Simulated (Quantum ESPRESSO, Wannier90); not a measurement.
# TaN (P-62m): Wannier90 run

Cell from Materials Project (mp-1279), symmetrised, no further relaxation. COD (Crystallography Open Database) has the formula in 5 space groups, this one among them (matched by group alone). Level: PBEsol, no spin polarisation, no spin-orbit coupling; pw.x of Quantum ESPRESSO at 68 Ry with PseudoDojo potentials, 6×6×8 k-points, Wannier90. Density: 12×12×10 mesh, cold smearing 0.01 Ry. Spin-orbit coupling is left out although heavy elements are present.

On the energy scale of pw.x, whose zero is arbitrary, the Fermi level lies at 19.31 eV.

Input w.win:

```
num_bands = 2
num_wann = 2
exclude_bands = 3-57
num_iter = 1000
conv_tol = 1.0e-6
conv_window = 4
write_hr = true
write_u_matrices = true
auto_projections = true
begin unit_cell_cart
ang
    5.2084998633    0.0000000000    0.0000000000
   -2.6042499317    4.5106931973    0.0000000000
    0.0000000000    0.0000000000    2.9147500000
end unit_cell_cart
begin atoms_frac
Ta   0.0000000000  0.0000000000  0.0000000000
Ta   0.3333333333 -0.3333333333  0.5000000000
Ta  -0.3333333333  0.3333333333  0.5000000000
N    0.3923900000  0.0000000000  0.0000000000
N   -0.3923900000 -0.3923900000  0.0000000000
N   -0.0000000000  0.3923900000  0.0000000000
end atoms_frac
mp_grid = 6 6 8
begin kpoints
0.0000000000 0.0000000000 0.0000000000
0.0000000000 0.0000000000 0.1250000000
0.0000000000 0.0000000000 0.2500000000
... (285 more lines: the 6x6x8 mesh through Gamma)
end kpoints
```

Input of pw2wannier90.x that gives the overlap and projection files (equivalent; here they were cut from one run over all bands):

```
&inputpp
  outdir = './out'
  prefix = 'pwscf'
  seedname = 'w'
  write_amn = .true.
  write_mmn = .true.
  scdm_proj = .true.
  scdm_entanglement = 'isolated'
/
```

Output w.wout (banner and timings cut):

```
                                    ------
                                    SYSTEM
                                    ------

                              Lattice Vectors (Ang)
                    a_1     5.208500   0.000000   0.000000
                    a_2    -2.604250   4.510693   0.000000
                    a_3     0.000000   0.000000   2.914750

                   Unit Cell Volume:      68.47898  (Ang^3)

                        Reciprocal-Space Vectors (Ang^-1)
                    b_1     1.206333   0.696477  -0.000000
                    b_2     0.000000   1.392953   0.000000
                    b_3     0.000000  -0.000000   2.155652

 *----------------------------------------------------------------------------*
 |   Site       Fractional Coordinate          Cartesian Coordinate (Ang)     |
 +----------------------------------------------------------------------------+
 | ta   1   0.00000   0.00000   0.00000   |    0.00000   0.00000   0.00000    |
 | ta   2   0.33333  -0.33333   0.50000   |    2.60425  -1.50356   1.45738    |
 | ta   3  -0.33333   0.33333   0.50000   |   -2.60425   1.50356   1.45738    |
 | n    1   0.39239   0.00000   0.00000   |    2.04376   0.00000   0.00000    |
 | n    2  -0.39239  -0.39239   0.00000   |   -1.02188  -1.76995   0.00000    |
 | n    3   0.00000   0.39239   0.00000   |   -1.02188   1.76995   0.00000    |
 *----------------------------------------------------------------------------*
                                ------------
                                K-POINT GRID
                                ------------

             Grid size =  6 x  6 x  8      Total points =  288

 *---------------------------------- MAIN ------------------------------------*
 |  Number of Wannier Functions               :                 2             |
 |  Number of Objective Wannier Functions     :                 2             |
 |  Number of input Bloch states              :                 2             |
 |  Output verbosity (1=low, 5=high)          :                 1             |
 |  Timing Level (1=low, 5=high)              :                 1             |
 |  Optimisation (0=memory, 3=speed)          :                 3             |
 |  Length Unit                               :               Ang             |
 |  Post-processing setup (write *.nnkp)      :                 F             |
 |  Using Gamma-only branch of algorithms     :                 F             |
 *----------------------------------------------------------------------------*
 *------------------------------- WANNIERISE ---------------------------------*
 |  Total number of iterations                :              1000             |
 |  Number of CG steps before reset           :                 5             |
 |  Trial step length for line search         :             2.000             |
 |  Convergence tolerence                     :         0.100E-05             |
 |  Convergence window                        :                 4             |
 |  Iterations between writing output         :                 1             |
 |  Iterations between backing up to disk     :               100             |
 |  Write r^2_nm to file                      :                 F             |
 |  Write xyz WF centres to file              :                 F             |
 |  Write on-site energies <0n|H|0n> to file  :                 F             |
 |  Use guiding centre to control phases      :                 F             |
 |  Use phases for initial projections        :                 F             |
 *----------------------------------------------------------------------------*
 *-------------------------------- PLOTTING ----------------------------------*
 |  Plotting Hamiltonian in WF basis          :                 T             |
 *----------------------------------------------------------------------------*

       ... (k-mesh section left out)

 Starting a new Wannier90 calculation ...

 Reading overlaps from w.mmn

 Reading projections from w.amn

 *------------------------------- WANNIERISE ---------------------------------*
 +--------------------------------------------------------------------+<-- CONV
 | Iter  Delta Spread     RMS Gradient      Spread (Ang^2)            |<-- CONV
 +--------------------------------------------------------------------+<-- CONV

 ------------------------------------------------------------------------------
 Initial State
  WF centre and spread    1  ( -2.604250,  1.503564, -1.457375 )     0.37024322
  WF centre and spread    2  (  2.604250, -1.503564, -1.457375 )     0.37024322
  Sum of centres and spreads ( -0.000000,  0.000000, -2.914750 )     0.74048645

      0     0.740E+00     0.0000000000        0.7404864389  <-- CONV
        O_D=      0.0000063 O_OD=      0.0000003 O_TOT=      0.7404864 <-- SPRD
 ------------------------------------------------------------------------------
      1    -0.640E-05     0.0008495409        0.7404800361  <-- CONV
        O_D=      0.0000000 O_OD=      0.0000001 O_TOT=      0.7404800 <-- SPRD
      2    -0.186E-07     0.0001710242        0.7404800175  <-- CONV
        O_D=      0.0000000 O_OD=      0.0000001 O_TOT=      0.7404800 <-- SPRD
      3    -0.196E-08     0.0000463692        0.7404800155  <-- CONV
        O_D=      0.0000000 O_OD=      0.0000001 O_TOT=      0.7404800 <-- SPRD
      4    -0.741E-09     0.0000244330        0.7404800148  <-- CONV
        O_D=      0.0000000 O_OD=      0.0000001 O_TOT=      0.7404800 <-- SPRD
      5    -0.395E-09     0.0000166561        0.7404800144  <-- CONV
        O_D=      0.0000000 O_OD=      0.0000001 O_TOT=      0.7404800 <-- SPRD
             <<<     Delta < 1.000E-06  over  4 iterations     >>>
             <<< Wannierisation convergence criteria satisfied >>>
 Final State
  WF centre and spread    1  ( -2.604250,  1.503564, -1.457375 )     0.37024001
  WF centre and spread    2  (  2.604250, -1.503564, -1.457375 )     0.37024001
  Sum of centres and spreads (  0.000000, -0.000000, -2.914750 )     0.74048002

         Spreads (Ang^2)       Omega I      =     0.740479864
        ================       Omega D      =     0.000000012
                               Omega OD     =     0.000000139
    Final Spread (Ang^2)       Omega Total  =     0.740480014
```
